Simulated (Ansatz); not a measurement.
## What DFT gives for Yb2SF2

```
CELL_PARAMETERS angstrom
1.90155 3.29358 0.00000
-1.90155 3.29358 0.00000
0.00000 0.00000 6.58112
ATOMIC_POSITIONS crystal
F 0.33330 0.33340 0.37200
F 0.66670 0.66660 0.62800
Yb 0.66670 0.66660 0.26800
Yb 0.33330 0.33340 0.73200
S 0.00000 0.00000 0.00000
```

Level: PBE, no spin polarisation; 420 eV; 7×7×4 Γ-centred mesh; fermi-dirac occupations (width 0.0805 eV); Ansatz 0.2.0, fixed geometry.

(1) Describe some of the short contacts.

(2) Where is the largest force?

(3) What does the stress say?

(4) Is there a gap?

(5) Which element gives electrons and which takes them?

Origin: a known structure type with other elements, at an estimated volume, so it need not be a known compound. Caveats: no spin polarisation, so a magnetic state may lie lower; the gap is not wide against the smearing; f levels without a U or exact exchange are poorly placed.

## Answers

(1) F–Yb at 2.30 Å: least valence density 0.34 e/Å³ and ELF 0.08 there. S–Yb at 2.82 Å: least valence density 0.23 e/Å³ and ELF 0.13 there. S–F at 3.29 Å: least valence density 0.09 e/Å³ and ELF 0.07 there. These are pseudo-fields; inside the PAW spheres they differ from the all-electron ones.

(2) The largest is on Yb3 (and as large on other atoms): 1.38 eV/Å, components (0.00, 0.00, -1.38). It makes 107° with the line to a nearest neighbour, F1 at 2.30 Å.

(3) The pressure is 7.4 GPa (compression positive), so with the atoms held at these fractions the cell would first expand; the forces are large, so a full relaxation may end otherwise. The principal stresses 4.3, 8.9, 8.9 GPa differ, so its shape would change too.

(4) Counting bands on this mesh leaves a gap of 0.20 eV, but it is narrow, so a finer mesh and a narrower smearing would have to settle it.

(5) Bader charges in e: Yb +1.59, S -1.45, F -0.86. In the mean Yb gives up most and S takes most.
